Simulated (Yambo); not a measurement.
Ca2Si (space group Pnma, No. 62), G0W0@PBEsol in Yambo with this input:

```
rim_cut
gw0
dyson
el_el_corr
HF_and_locXC
ppa
em1d
RandQpts= 1000000
RandGvec= 1 Ry
EXXRLvcs= 68 Ry
VXCRLvcs= 272 Ry
Chimod= "HARTREE"
% BndsRnXp
 9 | 349 |
%
NGsBlkXp= 6 Ry
% LongDrXp
 1.0 | 1.0 | 1.0 |
%
PPAPntXp= 27.2114 eV
% GbndRnge
 1 | 349 |
%
GTermKind= "BG"
DysSolver= "n"
ExtendOut
```

On a 2×2×1 mesh, with wavefunctions cut at 68 Ry, the gap (Γ → Γ) is 0.671 eV and the valence edge shifts by -0.121 eV.

Question: What happens with this change: 2 Ry block?

Answer: The gap falls by 0.237 eV, to 0.434 eV; the shift of the valence edge becomes 0.167 eV. Neither run is shown to be the converged limit.

Geometry of the Materials Project entry, not relaxed at this level; primitive cell a = 7.605 Å, b = 4.832 Å, c = 9.022 Å, α = β = γ = 90.00°.

The structure is a Materials Project entry; no match was found in the copy of COD used, and its stability was not checked.

A shift is the quasiparticle energy of the state minus its PBEsol energy.
